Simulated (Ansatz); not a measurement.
One crystal and one scan (frozen-phonon scan) at two levels, PBE (plane waves to 420 eV, PAW, scalar-relativistic; Ansatz, a quantum-chemistry and plane-wave program) and r2SCAN (plane waves to 500 eV, PAW, scalar-relativistic; Ansatz), each from its own relaxed cell and on its own mesh. The cell shown is that of PBE.

Starting cell, Na (bcc, W type):

```
CELL_PARAMETERS angstrom
     -4.19680     4.19680     4.19680
      2.09840    -2.09840     2.09840
      2.09840     2.09840    -2.09840
ATOMIC_POSITIONS crystal
  Na 0.00000 0.00000 0.00000
  Na 0.50000 0.00000 0.00000
```

The atoms are displaced by Q × the pattern below (from a DFPT mode at N = (0.5, 0.0, 0.0), largest move 1; Q in Å), at fixed cell. (q is in reciprocal vectors of the primitive cell; the cell shown is doubled to hold the pattern.)

```tsv
atom	x	y	z
Na1	1.000	0.000	0.000
Na2	-1.000	0.000	0.000
```

Na was relaxed with its symmetry unable to fall. The PAW data are Ansatz's earlier set. With partly filled bands, energies and forces of such displacements shift with the k mesh and the smearing. Percentages come from the unrounded values. Both scans cover Q from -0.100 to 0.100 Å.

Results of PBE:

* **Lattice constant a (Å)**: 4.197
* **Energy at Q = 0.100 Å (meV/cell)**: 6.4
* **Harmonic wavenumber from the curvature (finite differences) (cm⁻¹ (negative: imaginary))**: 87
* **Space group of the distorted cell**: Cmcm (No. 63), lowered from Im-3m
* **Symmetry of the curve**: even: the same for both signs
* **Shape of the curve**: a single well with its minimum at or next to zero displacement

What does r2SCAN give for the same quantities?


```csv
quantity,r2SCAN,PBE − r2SCAN
Lattice constant a (Å),4.222,-0.025 (-0.6 %)
Energy at Q = 0.100 Å (meV/cell),6.6,-0.2 (-4 %)
Harmonic wavenumber from the curvature (finite differences) (cm⁻¹ (negative: imaginary)),89,-2 (-2 %)
```

PBE gives the lower value for: lattice constant a. Both give the same space group of the distorted cell: Cmcm (No. 63), lowered from Im-3m.

(For displaced atoms, the force is minus the slope of the energy, and its curvature is a force constant, which sets phonon frequencies.)
